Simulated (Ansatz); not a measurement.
BAs in space group P4_2/mmc (No. 131; B on 2d, As on 2f) at seven volumes, DFT-r²SCAN in the program Ansatz with PAW potentials, shape and atoms relaxed at each. One row is withheld.

```json
[
 {"V (Å³/atom)": "12.950", "P (GPa)": "13.11"},
 {"V (Å³/atom)": "13.377", "P (GPa)": "7.92"},
 {"V (Å³/atom)": "13.804", "P (GPa)": "3.55"},
 {"V (Å³/atom)": "14.231", "P (GPa)": "0.00"},
 {"V (Å³/atom)": "14.658", "P (GPa)": "-2.95"},
 {"V (Å³/atom)": "15.085", "P (GPa)": "?"},
 {"V (Å³/atom)": "15.512", "P (GPa)": "-7.87"}
]
```

### Question
Fit the shown pressures and predict the withheld one.

### Answer
P = (3/2)B₀(x^(7/2) − x^(5/2))[1 + (3/4)(B′ − 4)(x − 1)] with x = (V₀/V)^(2/3). Least squares on the six rows gives V₀ = 14.231 Å³/atom, B₀ = 111 GPa, B′ = 4.70. At V = 15.085, x = 0.9619 and P = -5.64 GPa. The run itself gave -5.64 GPa.

The cell is a constructed one: a structure type filled with these elements; neither database checked (COD, Materials Project) lists it. It is not the phase usual at ambient conditions (space group No. 216). The cell was relaxed with r²SCAN under the symmetry of its start; whether a distortion lowers the energy is not shown.

Potentials: the later of the program's two PAW sets.
